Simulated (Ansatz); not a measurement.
Ba (bcc (W type)), relaxed with PBE (Ansatz, an electronic-structure program, plane waves, PAW): a = 5.020 Å, b = 5.020 Å, c = 5.020 Å, α = 90.00°, β = 90.00°, γ = 90.00°.

The same phase is relaxed and computed with r²SCAN+D4 in the same code. What is the cell now?

a = 5.051 Å, b = 5.051 Å, c = 5.051 Å, α = 90.00°, β = 90.00°, γ = 90.00°.

All cells were relaxed under the symmetry of their starts (and spin orders); stability against distortions was not tested throughout. Spin–orbit coupling is left out wherever it is not named.

Potentials: the later of the program's two PAW sets.

Ansatz is a plane-wave DFT program.
